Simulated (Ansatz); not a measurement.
# Ta3Ru2: a vibration from a frozen displacement

Computed with DFT PBEsol, scalar-relativistic, plane waves, PAW in Ansatz. Cutoff 420 eV, Γ-centred 12×12×4 k-points, Gaussian smearing of 0.15 eV. Spin–orbit coupling is left out, which matters for the heavy elements here. No spin polarisation. Energies are free energies at this smearing, counted from the undisturbed cell; pressure is positive in compression.

The undisturbed cell (relaxed at this level; it needn't be the usual structure):

```
Ta Ru
1.0
     3.18895    0.00000    0.00000
     0.00000    3.18895    0.00000
     0.00000    0.00000   15.63590
Ta Ru
6 4
Direct
  0.00000 0.00000 0.89521
  0.00000 0.00000 0.10479
  0.00000 0.00000 0.30475
  0.00000 0.00000 0.50000
  0.00000 0.00000 0.69525
  0.50000 0.50000 0.00000
  0.50000 0.50000 0.20877
  0.50000 0.50000 0.40259
  0.50000 0.50000 0.59741
  0.50000 0.50000 0.79123
```

Every Ru atom is moved by x along the Cartesian unit vector (-0.589, -0.589, 0.554); the cell and all other atoms stay fixed. The cell's volume is 159.01 Å³; the moved atoms weigh 404.280 u together and the others 1085.687 u.

| x (Å) | ΔE (meV/cell) | total force on the moved atoms along the move (eV/Å) | pressure (GPa) |
| --- | --- | --- | --- |
| -0.1000 | 119.17 | 2.4264 | 0.6142 |
| -0.0500 | 29.38 | 1.1809 | 0.1711 |
| 0.0000 | 0.00 | 0.0000 | 0.0256 |
| 0.0750 | 66.50 | -1.7919 | 0.3546 |

Problem. What frequency belongs to this motion?

Solution. The force constant is k = −dF/dx = 23.728 eV/Å², from the parabola through x = -0.0500, 0 and 0.0750. In every cell the moved atoms swing against the rest, so the mass is μ = m₁m₂/(m₁ + m₂) = 294.585 u, and ν̃ = 521.5 cm⁻¹ × √(|k|/μ) = 148 cm⁻¹. The pattern needn't be a normal mode: ν̃² is then a weighted mean of the squared nonzero frequencies at the zone centre of this cell, so it lies between the lowest and the highest of them.

Problem. How far does the harmonic law reach?

Solution. At x = -0.100 Å, kx²/2 = 118.64 meV against the computed 119.17 meV (+0.4 %): the well is still close to harmonic there.

In a metal these slopes depend on the k mesh and the smearing.